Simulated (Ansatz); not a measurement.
CuCl (zinc blende), relaxed with HSE06 (Ansatz, a quantum-chemistry and plane-wave program, plane waves, PAW): a = 5.448 Å, b = 5.448 Å, c = 5.448 Å, α = 90.00°, β = 90.00°, γ = 90.00°.

| Item | Value |
|---|---|
| gap (eV) | 2.35 |
| B₀ by P(V) fit (GPa) | 45.9 |

Question: The same phase is relaxed and computed with LDA in the same code. What are the cell and these values now?

Answer: a = 5.2077 Å, b = 5.2077 Å, c = 5.2077 Å, α = 90.00°, β = 90.00°, γ = 90.00°.

- gap (eV): 0.63
- B₀ by P(V) fit (GPa): 74.3

All cells were relaxed under the symmetry of their starts (and spin orders); stability against distortions was not tested throughout. Rows with no word on spin ran without spin polarisation.

Potentials: the later of the program's two PAW sets.

Ansatz is a plane-wave DFT program.
